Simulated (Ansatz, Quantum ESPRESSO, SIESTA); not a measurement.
# Ti3Se: 3 runs at one level of theory

```
Se Ti
1.0
     3.19745    0.00000    0.00000
    -1.59872    2.76907    0.00000
     0.00000    0.00000    7.94275
Se Ti
1 3
Direct
  0.00000 0.00000 0.00000
  0.66667 0.33333 0.50000
  0.33333 0.66667 0.77290
  0.33333 0.66667 0.22710
```

The cell comes from a database or a generator and needn't be the stable form of this composition.

Alike in all runs: task single point; functional PBE; k mesh 10 × 10 × 4; occupations fermi-dirac, width 0.05 eV; no spin polarisation; no spin-orbit coupling. Pressure is positive in compression and, in plane waves, holds the error of the finite cutoff, which Ansatz's Pulay term estimates and takes out.

```tsv
program and potentials	plane-wave cutoff (eV)	notes	pressure (GPa)
Ansatz, Ansatz PAW	420	13 valence electrons an atom on average	?
SIESTA, files PseudoDojo sr-pbe-0.4.1-standard, DZP (energy shift 0.003 Ry; two zetas on semicore shells)	-	atomic basis; 13 valence electrons an atom on average	1.77
Quantum ESPRESSO, SSSP 1.3 efficiency PBE	748	10.5 valence electrons an atom on average	0.13
```

**Question.** Estimate from the other rows what the run with Ansatz, Ansatz PAW gave.

**Answer.** Pressure 0.14 GPa. The other rows, which needn't bracket it: pressure 0.13 to 1.77.
